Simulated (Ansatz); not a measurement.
BeTe (rock salt, Fm-3m) at seven volumes, PBE in the plane-wave PAW code Ansatz, scaled uniformly. One row is withheld.

| V (Å³/atom) | P (GPa) |
|---|---|
| 17.515 | 7.66 |
| 18.093 | 4.70 |
| 18.670 | 2.17 |
| 19.248 | 0.00 |
| 19.825 | ? |
| 20.403 | -3.45 |
| 20.980 | -4.82 |

Task: Fit the shown pressures and predict the withheld one.

Result: P = (3/2)B₀(x^(7/2) − x^(5/2))[1 + (3/4)(B′ − 4)(x − 1)] with x = (V₀/V)^(2/3). Least squares on the six rows gives V₀ = 19.248 Å³/atom, B₀ = 66.8 GPa, B′ = 4.12. At V = 19.825, x = 0.9805 and P = -1.86 GPa. The run itself gave -1.86 GPa.

A made-up cell: these elements were put on the sites of a structure type; neither database checked (COD, Materials Project) lists it. COD files the formula under space group No. 216, so this cell is another polymorph or a model. Its standing as an ambient phase is unchecked. Symmetry was held in the PBE relaxation. At this level the phase is dynamically unstable (imaginary phonons). Spin–orbit coupling is left out wherever it is not named.

Potentials: the later of the program's two PAW sets.
